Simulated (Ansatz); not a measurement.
**Hf2SnTe6: stable or not**

The structure comes from a generated guess, relaxed at this level; another structure or a mixture of phases may lie lower.

Level of theory: DFT PBE, scalar-relativistic, plane waves, PAW (Ansatz 0.2.0). Plane waves to 420 eV, a 6×6×6 mesh through Γ for the 9-atom cell and 0.10 eV Gaussian smearing; no spin polarisation.

```cif
data_structure
_symmetry_space_group_name_H-M 'P 1'
_symmetry_Int_Tables_number 1
_cell_length_a 8.1862
_cell_length_b 8.1862
_cell_length_c 8.1862
_cell_angle_alpha 51.086
_cell_angle_beta 51.086
_cell_angle_gamma 51.086
_cell_volume 306.42
loop_
_atom_site_label
_atom_site_type_symbol
_atom_site_fract_x
_atom_site_fract_y
_atom_site_fract_z
_atom_site_occupancy
Hf1 Hf 0.66664 0.66664 0.66664 1
Hf2 Hf 0.33336 0.33336 0.33336 1
Sn1 Sn 0.00000 0.00000 0.00000 1
Te1 Te 0.08348 0.43534 0.73115 1
Te2 Te 0.73115 0.08348 0.43534 1
Te3 Te 0.43534 0.73115 0.08348 1
Te4 Te 0.56466 0.26885 0.91652 1
Te5 Te 0.26885 0.91652 0.56466 1
Te6 Te 0.91652 0.56466 0.26885 1
```

Formation energies are uncorrected and refer to the elements' standard structures at the same level. The references include grey tin.

Problem. These tests were run: energy against the elements; random kick, then relaxation without symmetry; phonons at Γ; elastic tensor. What do they show?

Solution.

```csv
test,result
energy against the elements,−0.54 eV/atom
"random kick, then relaxation without symmetry",returns
phonons at Γ,lowest optical mode 33 cm⁻¹
elastic tensor,least eigenvalue 3 GPa
```

It fails none of these tests outright. Whether a mixture of other phases lies lower isn't tested here. Phonons away from Γ weren't computed. Undecided within the accuracy: elastic tensor.

No dispersion correction is applied, so the spacing and binding between layers, chains or molecules are poorly described. These runs have no spin–orbit coupling, which can matter for Hf and Te. The reference form of Te is held partly by dispersion forces, which this level lacks. The kick test ran on a coarse mesh. The run for the phonons used a 6×6×6 k mesh and Fermi–Dirac smearing of 0.15 eV. The run for the elastic tensor used a 6×6×6 k mesh and Fermi–Dirac smearing of 0.15 eV.
